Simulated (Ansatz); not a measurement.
BN:
```xyz
2
Lattice="0.0000 1.7903 1.7903 1.7903 0.0000 1.7903 1.7903 1.7903 0.0000" Properties=species:S:1:pos:R:3 pbc="T T T"
N      2.6854     2.6854     2.6854
B      0.0000     0.0000     0.0000
```

Relaxed with LDA.

### Question
Give the optical modes at the zone centre with their infrared and Raman activity from DFPT, LDA (plane waves, PAW; program Ansatz).

### Answer
Transverse frequencies, without the LO–TO term; a row sums one degenerate level.

| ω (cm⁻¹) | degeneracy | IR ((D/Å)²/amu) | Raman (Å⁴/amu) | activity | symmetry |
|---|---|---|---|---|---|
| 1068 | 3 | 40.01 | 19 | IR+Raman | T2 |

### Question
How high does the top mode go among those that the LO–TO term moves?

### Answer
1298 cm⁻¹ for q along x.

Space group F-43m (zinc blende). The cell was relaxed with LDA under the symmetry of its start; phonons on a q-mesh show no instability.

Potentials: the later of the program's two PAW sets.
